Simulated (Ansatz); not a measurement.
# C: how the phase sets the permittivity

Plane-wave DFT in Ansatz, LDA, scalar-relativistic PAW potentials, cutoff 420 eV, no spin-orbit coupling; no spin polarisation. Each structure of C was relaxed within its symmetry; other phases aren't compared here. ε∞ and ε0 (at fixed strain) come from linear response and are means of the diagonal. P6_3/mmc is hexagonal diamond here, four-fold bonded like Fd-3m.

| space group | atoms in cell | V (Å³/atom) | gap on mesh (eV) | ε∞ | lowest optical mode at Γ (cm⁻¹) |
| --- | --- | --- | --- | --- | --- |
| Fd-3m | 2 | 5.51 | 4.20 | 5.77 | 1323 |
| P6_3/mmc | 4 | 5.52 | 3.02 | 5.68 | 531 |

**Question.** Order them by energy. Which have a polar axis, which are stable at Γ, and what static permittivity does each have?

**Answer.** Fd-3m 0 meV/atom, no unique polar axis, stable at Γ, ε0 = 5.8; P6_3/mmc 25 meV/atom, no unique polar axis, stable at Γ, ε0 = 5.7. The mean ε0 hardly changes. No optical mode carries a dipole, so ε0 equals ε∞. Stability at Γ doesn't rule out soft modes elsewhere in the zone; Kohn–Sham gaps are too small and ε∞ as a rule too large. In thin films and nanowires, surface energy, strain and dopants can hold a phase that lies tens of meV per atom above the lowest. Meshes differ between cells, which leaves about 2 meV/atom open.

Cost: about 11 core-minutes for the runs cited, on Intel Xeon Platinum 8259CL (Skylake/Cascade Lake), Intel Xeon Processor @ 2.50GHz (Skylake/Cascade Lake) (shared hosts).